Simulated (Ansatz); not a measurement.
# Two Ansatz runs on GeCl$_{2}$

The structure comes from a relaxation in the same program, started in the CdI2 type, and has space group P-3m1. Whether it is a known phase or the ground state wasn't checked.

First run: DFT, PBE, all-electron PAW with datasets made for the crystal, scalar-relativistic (Ansatz 0.2.0).

Command: `ansatz run input.yaml --threads 1 --pin off --max-ram 3072MiB --backend cpu --events-out ev --progress --plain --runs-dir out` The run took about 16 s on 1 thread of a shared machine.

```yaml
crystal:
  lattice:
    - [3.9410607685, 0.0, 0.0]
    - [-1.9705303842, 3.4130587434, 0.0]
    - [0.0, 0.0, 6.7913277095]
  atoms:
    - { symbol: Ge, position: [0.0, 0.0, 0.0] }
    - { symbol: Cl, position: [0.3333333333, 0.6666666667, 0.2163880213] }
    - { symbol: Cl, position: [0.6666666667, 0.3333333333, 0.7836119787] }
kpoints:
  mp_grid: { grid: [13, 13, 7] }
  band_path:
    path:
      - [0.0, 0.0, 0.0]
      - [0.5, 0.0, 0.0]
      - [0.3333333333, 0.3333333333, 0.0]
      - [0.0, 0.0, 0.0]
      - [0.0, 0.0, 0.5]
      - [0.5, 0.0, 0.5]
      - [0.3333333333, 0.3333333333, 0.5]
      - [0.0, 0.0, 0.5]
      - [0.5, 0.0, 0.5]
    npoints: 8
scf:
  occupations: { method: fermi_dirac, width: 0.08 }
hamiltonian:
  xc: pbe
  pseudopotentials: { kind: all_electron, datasets: crystal }
output:
  forces: true
  stress: true
  eigenvalues: true
  efg: { contact_densities: true }
```

Result: converged; pressure 0.01 GPa; gap on the k mesh 2.55 eV (the mesh can miss the band edges); 10 SCF iterations.

A second run of a changed input logged this at its end:

```
Error: YAML parse error: error: line 36 column 19: invalid boolean (strict mode expects true/false)
  --> <input>:36:19
   |
34 |   efg: { contact_densities: true }
35 | magnetization:
36 |   spin_polarized: 2.5
   |                   ^ invalid boolean (strict mode expects true/false)
```

Task: What was wrong with the input?

Result: A value of the wrong type, by this change (others could give a like log):
```diff
@@ -24,4 +24,5 @@
 scf:
   occupations: { method: fermi_dirac, width: 0.08 }
+  max_iter: 75
 hamiltonian:
   xc: pbe
@@ -32,3 +33,5 @@
   eigenvalues: true
   efg: { contact_densities: true }
+magnetization:
+  spin_polarized: 2.5
```
